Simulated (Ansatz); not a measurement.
**Structure relaxation, Hf**

The start is a generated trial cell of Hf in the AFLOW prototype A_oF8_70_a. A full variable-cell relaxation at zero pressure is run with r2SCAN (plane waves to 500 eV, PAW, scalar-relativistic; Ansatz, an electronic-structure program). First-step values are on the input's coarse k-mesh.

Ansatz input (later rounds restart from its end on a renewed k-mesh):
Ansatz 0.2 input:
```yaml
crystal:
  lattice:
    - [0, 2.8548504, 5.0294701]
    - [1.5633327, 0, 5.0294701]
    - [1.5633327, 2.8548504, 0]
  atoms:
    - { symbol: Hf, position: [0.25, 0.25, 0.25] }
    - { symbol: Hf, position: [0, 0, 0] }
basis: { ecutwfc: 500, ecutrho_ratio: 4, xc_grid: 4, fft_grid_basis: typed }
kpoints: { mp_grid: { grid: [12, 12, 12] } }
hamiltonian:
  xc: r2scan
  dispersion: none
  pseudopotentials: { azcp: { folder: ./paw }, kind: paw }
scf: { occupations: { method: fermi_dirac, width: 0.05 } }
relax: { f_tol: 0.01, max_steps: 100, cell: { stress_tol: 0.02 } }
output: { forces: true, stress: true }
```

**Question.** By how much does the energy per atom fall from start to end?

**Answer.** 0.01 eV/atom.

**Question.** How do the shortest distances between atoms change?

**Answer.** The closest pairs of elements (up to four, under 3.6 Å), start → end: Hf–Hf 3.00 → 3.02 Å.

**Question.** Is the relaxed structure metallic? Give its gap.

**Answer.** No gap (metallic).

**Question.** What does it relax into? Give the structure.

**Answer.** 
```cif
data_Hf8
_chemical_formula_sum 'Hf8'
_space_group_name_H-M_alt 'Fddd :1'
_space_group_IT_number 70
_space_group_name_Hall 'F 2 2 -1d'
_cell_length_a 3.12916
_cell_length_b 5.52783
_cell_length_c 10.27985
_cell_angle_alpha 90.000
_cell_angle_beta 90.000
_cell_angle_gamma 90.000
loop_
_space_group_symop_operation_xyz
  'x, y, z'
  '-x, -y, z'
  'x, -y, -z'
  '-x, y, -z'
  '-x+1/4, -y+1/4, -z+1/4'
  'x+1/4, y+1/4, -z+1/4'
  '-x+1/4, y+1/4, z+1/4'
  'x+1/4, -y+1/4, z+1/4'
  'x, y+1/2, z+1/2'
  '-x, -y+1/2, z+1/2'
  'x, -y+1/2, -z+1/2'
  '-x, y+1/2, -z+1/2'
  '-x+1/4, -y+3/4, -z+3/4'
  'x+1/4, y+3/4, -z+3/4'
  '-x+1/4, y+3/4, z+3/4'
  'x+1/4, -y+3/4, z+3/4'
  'x+1/2, y, z+1/2'
  '-x+1/2, -y, z+1/2'
  'x+1/2, -y, -z+1/2'
  '-x+1/2, y, -z+1/2'
  '-x+3/4, -y+1/4, -z+3/4'
  'x+3/4, y+1/4, -z+3/4'
  '-x+3/4, y+1/4, z+3/4'
  'x+3/4, -y+1/4, z+3/4'
  'x+1/2, y+1/2, z'
  '-x+1/2, -y+1/2, z'
  'x+1/2, -y+1/2, -z'
  '-x+1/2, y+1/2, -z'
  '-x+3/4, -y+3/4, -z+1/4'
  'x+3/4, y+3/4, -z+1/4'
  '-x+3/4, y+3/4, z+1/4'
  'x+3/4, -y+3/4, z+1/4'
loop_
_atom_site_label
_atom_site_type_symbol
_atom_site_symmetry_multiplicity
_atom_site_Wyckoff_symbol
_atom_site_fract_x
_atom_site_fract_y
_atom_site_fract_z
_atom_site_occupancy
Hf1 Hf 8 a 0.00000 0.00000 0.00000 1
```
(The calculation used a cell of 2 atoms; values per cell refer to that cell.)

The space group stays Fddd (No. 70) (the run could not lower it); the end is AFLOW prototype A_oF8_70_a, with 2 atoms in the primitive cell. Final values are on a 18×18×18 k-mesh of the relaxed cell. No spin polarisation in the result.

The run could not lose the symmetry of its start: the end is stationary, and may be a saddle point rather than a minimum.

All atoms sit on sites fixed by symmetry, so only the cell could relax.

The relaxed structure here is a generated cell of Hf: the first start was made by placing the elements on the sites of a structure type, and the end was not matched to a known phase here, so it may be hypothetical. Known forms of Hf include space group No. 194.
